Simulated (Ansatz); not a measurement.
SiGe:
```cif
data_Ge2Si2
_chemical_formula_sum 'Si2 Ge2'
_space_group_name_H-M_alt 'P 1'
_space_group_IT_number 1
_cell_length_a 6.78090
_cell_length_b 6.78090
_cell_length_c 6.78090
_cell_angle_alpha 33.611
_cell_angle_beta 33.611
_cell_angle_gamma 33.611
loop_
_space_group_symop_operation_xyz
  'x, y, z'
loop_
_atom_site_label
_atom_site_type_symbol
_atom_site_fract_x
_atom_site_fract_y
_atom_site_fract_z
_atom_site_occupancy
Si1 Si 0.93885 0.93885 0.93885 1
Si2 Si 0.06115 0.06115 0.06115 1
Ge1 Ge 0.43593 0.43593 0.43593 1
Ge2 Ge 0.56407 0.56407 0.56407 1
```

Relaxed with PBEsol.

Q: Which orbitals make up the states near the band edges in plane-wave PAW PBEsol (Ansatz code)?

A: Top 1 eV of the valence band: Ge 4p 51 %, Si 3p 45 %. Bottom 1 eV of the conduction band: Si 3p 30 %, Ge 4p 29 %, Ge 4s 20 %, Si 3s 9 %, outside the projected shells 11 %. Projections are on Löwdin-orthogonalised atomic valence shells; empty p or d shells of many metals are not among them.

Q: Tabulate the density of states.

A: States/eV per cell of 4 atoms, in 0.25 eV bins, energy from the valence-band maximum.

```
E (eV)  total  Si 3p  Ge 4p  Si 3s
------  -----  -----  -----  -----
-7.85    1.10   0.27   0.18   0.23
-7.60    1.16   0.29   0.21   0.25
-7.35    1.36   0.35   0.28   0.29
-7.10    1.35   0.37   0.37   0.33
-6.85    1.66   0.37   0.54   0.53
-6.60    1.47   0.33   0.46   0.48
-6.35    1.21   0.28   0.36   0.37
-6.10    0.92   0.23   0.27   0.26
-5.85    0.78   0.20   0.22   0.21
-5.60    0.66   0.18   0.18   0.16
-5.35    0.57   0.16   0.16   0.14
-5.10    0.50   0.14   0.14   0.11
-4.85    0.44   0.13   0.12   0.09
-4.60    0.35   0.10   0.12   0.07
-4.35    1.16   0.49   0.52   0.08
-4.10    2.52   1.13   1.17   0.12
-3.85    2.18   0.96   0.99   0.13
-3.60    2.04   0.91   0.92   0.11
-3.35    2.23   1.02   1.01   0.11
-3.10    2.65   1.25   1.20   0.10
-2.85    2.99   1.48   1.33   0.08
-2.60    2.78   1.37   1.25   0.08
-2.35    2.54   1.13   1.26   0.07
-2.10    2.69   1.19   1.37   0.06
-1.85    2.49   1.14   1.24   0.05
-1.60    2.35   1.09   1.17   0.03
-1.35    2.09   0.98   1.05   0.02
-1.10    1.32   0.61   0.66   0.02
-0.85    0.91   0.42   0.46   0.01
-0.60    0.66   0.30   0.33   0.01
-0.35    0.37   0.17   0.19   0.00
-0.10    0.12   0.05   0.06   0.00
0.15     0.00   0.00   0.00   0.00
0.40     0.07   0.02   0.02   0.00
0.65     0.35   0.11   0.10   0.03
0.90     0.74   0.22   0.21   0.07
1.15     1.24   0.38   0.36   0.12
1.40     1.66   0.50   0.48   0.19
1.65     2.15   0.67   0.60   0.28
1.90     2.97   0.98   0.78   0.43
2.15     3.15   1.04   0.86   0.48
2.40     2.43   0.81   0.65   0.35
2.65     2.07   0.70   0.59   0.27
2.90     1.99   0.67   0.62   0.23
3.15     2.46   0.82   0.80   0.24
3.40     3.64   1.25   1.35   0.22
3.65     3.38   1.13   1.23   0.24
3.90     2.82   0.96   0.96   0.20
4.15     2.39   0.84   0.80   0.14
4.40     2.51   0.86   0.81   0.13
4.65     2.62   0.85   0.80   0.14
4.90     2.65   0.85   0.81   0.14
5.15     2.39   0.76   0.70   0.13
```

Space group R-3m. The start of the workflow was typed in or built on a structure type; neither database checked (COD, Materials Project) lists it. Its standing as an ambient phase is unchecked. The PBEsol relaxation kept the symmetry of its start; whether a distortion lowers the energy is not shown. Spin–orbit coupling is left out wherever it is not named.

Potentials: the later of the program's two PAW sets.
